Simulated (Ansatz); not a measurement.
# Sr: energy along a strain

Sr, Im-3m, a = 4.850 Å (as given, not relaxed at this level: -1.1 GPa). This isn't the element's structure at ambient conditions. Ansatz: PBEsol, PAW, 420 eV, Γ-centred 14×14×14 mesh on 1 atom, Gaussian smearing 0.15 eV; no spin polarisation. Cell vectors (Å): -2.425 2.425 2.425; 2.425 -2.425 2.425; 2.425 2.425 -2.425. The cell is strained by x per cent times the pattern (0 0 1 0 0 0) in the order xx yy zz yz xz xy (engineering shears), with fractional coordinates held. y is the free energy over the start, V0 = 57.042 Å³/atom.

```tsv
x (%)	y (meV/atom)
-2.00	?
-1.50	-5.62
-1.00	-3.83
-0.50	-1.96
0.00	0.00
0.50	2.03
1.00	4.14
1.50	6.31
1.75	7.42
2.00	8.55
```

Fit y = c1 x + c2 x² + c3 x³ to the other rows, get the stiffness along the pattern, and predict the missing energy.

Least squares on the rows shown. y = 3.990 x + 0.1535 x² − 0.005738 x³. The clamped-ion stiffness p·C·p = 2 × 1.535 eV × 160.2 / 57.042 Å³ = 8.6 GPa, which is C33 in these axes (C11 of the cubic crystal) (second derivative at the start, which stands under stress). At x = -2.00 the fit asked for gives -7.32 meV/atom. The run gave -7.31 meV/atom, so the fit is 0.01 meV/atom too low, a small miss on the scale of the series.